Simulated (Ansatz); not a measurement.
A geometry of Se away from equilibrium: the start of the relaxation of a generated trial cell of Se in the trigonal-Se structure type. These are PBEsol (plane waves to 420 eV, PAW, scalar-relativistic; Ansatz, an electronic-structure program) values and carry that method's errors. Γ-centred k-mesh 6×6×5 on the run's cell (coarser than for final values), Fermi–Dirac smearing 0.05 eV.

```xyz
3
Lattice="4.3662 0.0000 0.0000 -2.1831 3.7812 0.0000 0.0000 0.0000 4.9536" Properties=species:S:1:pos:R:3 pbc="T T T"
Se     0.9841     0.0000     4.1280
Se    -0.4921     0.8523     0.8256
Se     1.6910     2.9289     2.4768
```

Q: Give the Cartesian forces on all atoms (eV/Å).

A: 
| atom | Fx | Fy | Fz |
|---|---|---|---|
| Se1 | 0.28 | 0.00 | 0.00 |
| Se2 | -0.14 | 0.25 | 0.00 |
| Se3 | -0.14 | -0.25 | 0.00 |

Q: What is the pressure?

A: +0.2 GPa, compression positive.

Q: How much energy per atom can still be gained by relaxing?

A: 0.02 eV/atom; the path ends in P3₁21 (No. 152) (AFLOW prototype A_hP3_152_a (A8, as in Se)).

No spin polarisation in the result. Without a van der Waals term the distances between weakly bound units are poorly fixed.

The run could not lose the symmetry of its start.
